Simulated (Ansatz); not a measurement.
LaNbO4 (space group C2/c)

Space group C2/c (No. 15); a = 7.247 Å, b = 11.422 Å, c = 5.156 Å, α = γ = 90.00°, β = 130.23°

| atom | site | symmetry | x | y | z |
|---|---|---|---|---|---|
| La | 4e | 2 | 0.0000 | 0.3695 | 0.2500 |
| Nb | 4e | 2 | 0.0000 | 0.1003 | 0.7500 |
| O | 8f | 1 | 0.2352 | 0.0315 | 0.1926 |
| O | 8f | 1 | 0.3511 | 0.2954 | 0.3394 |
(The calculation used a cell of 12 atoms; values per cell refer to that cell.)

Equation-of-state scan: isotropic scaling of the cell above, V₀ being its volume. The atoms relax within the cell's symmetry.

Level of theory: PBEsol (plane waves to 420 eV, PAW, scalar-relativistic; Ansatz, a quantum-chemistry and plane-wave program). k mesh 6×6×7 (Γ-centred), Fermi-Dirac smearing 0.05 eV. The energy includes the smearing's −TS. Compression counts positive. With the shape held, the modulus is that of even scaling; a crystal free to change shape is softer. LaNbO4 is run without spin polarisation. LaNbO4 was relaxed with its symmetry unable to fall. The zero of ΔE is the relaxed starting cell.

The scan covers V/V₀ from 0.900 to 1.100 in 11 points.

Question: What pressure does the cell carry at V/V₀ = 0.900?

Answer: 18.1 GPa.

Question: What is ΔE at V/V₀ = 0.900?

Answer: 69.3 meV/atom.

Question: What is ΔE at V/V₀ = 1.100?

Answer: 44.5 meV/atom.

(A scan under strain: stresses follow from slopes of the energy per volume, elastic moduli from its curvatures.)
